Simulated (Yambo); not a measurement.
G0W0@PBEsol for Cs₂Pt (space group P6_3/mmc, No. 194) in Yambo (3×3×1 mesh, 6 Ry block, plasmon pole, screening fixed), without a terminator:

```json
[
 {"bands N in G": "97", "gap Γ → Γ (eV)": "2.342", "shift of the valence edge (eV)": "0.596"},
 {"bands N in G": "161", "gap Γ → Γ (eV)": "2.326", "shift of the valence edge (eV)": "0.267"},
 {"bands N in G": "245", "gap Γ → Γ (eV)": "2.404", "shift of the valence edge (eV)": "0.026"}
]
```

Q: Extrapolate both columns to infinite N with E(N) = E∞ + A/N, test the form, and compare with the terminator.

A: From two points, E∞ = (N2 E2 − N1 E1)/(N2 − N1). The two largest N give 2.55 eV for the gap and -0.44 eV for the shift; the two smallest give 2.30 eV and -0.23 eV. For the gap the slopes A are 3.9 and -37 eV: the form isn't reached, and its limit is uncertain. For the shift the slopes A are 80 and 110 eV: the form isn't reached, and its limit is uncertain. With the Bruneval-Gonze terminator and 245 bands the run gives 2.54 eV and -0.22 eV, 0.02 eV and 0.21 eV from the extrapolated values: the terminator too is an estimate of the remainder. Block, mesh and the bands in W are held fixed.

Spin-orbit coupling is not included.

Geometry of the Materials Project entry, not relaxed at this level; primitive cell a = b = 5.807 Å, c = 7.897 Å, α = β = 90.00°, γ = 120.00°.

The structure is a Materials Project entry; no match was found in the copy of COD used, and its stability was not checked.

A shift is the quasiparticle energy of the state minus its PBEsol energy.
